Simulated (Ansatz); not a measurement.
BP:
```
BP
1.0
    5.57582     0.00000     0.00000
    0.00000     5.57582     0.00000
    0.00000     0.00000     5.57582
B P
6 6
Direct
  0.25000   0.50000   0.00000
  0.75000   0.50000   0.00000
  0.00000   0.25000   0.50000
  0.00000   0.75000   0.50000
  0.50000   0.00000   0.25000
  0.50000   0.00000   0.75000
  0.50000   0.25000   0.00000
  0.50000   0.75000   0.00000
  0.00000   0.50000   0.25000
  0.00000   0.50000   0.75000
  0.25000   0.00000   0.50000
  0.75000   0.00000   0.50000
```

Relaxed with r²SCAN.

### Question
Give the Bader charges and basin volumes of the independent atoms, r²SCAN (plane waves, PAW; program Ansatz).

### Answer


| atom | Bader charge (e) | Bader volume (Å³) |
|---|---|---|
| B1 | +0.56 | 7.9 |
| P7 | -0.56 | 20.2 |

Space group Pm-3n. The start of the workflow was typed in or built on a structure type; neither database checked (COD, Materials Project) lists it. It is not the phase usual at ambient conditions (space group No. 216). The r²SCAN relaxation kept the symmetry of its start; its stability against distortions is not shown here.

Potentials: the earlier of the program's two PAW sets.
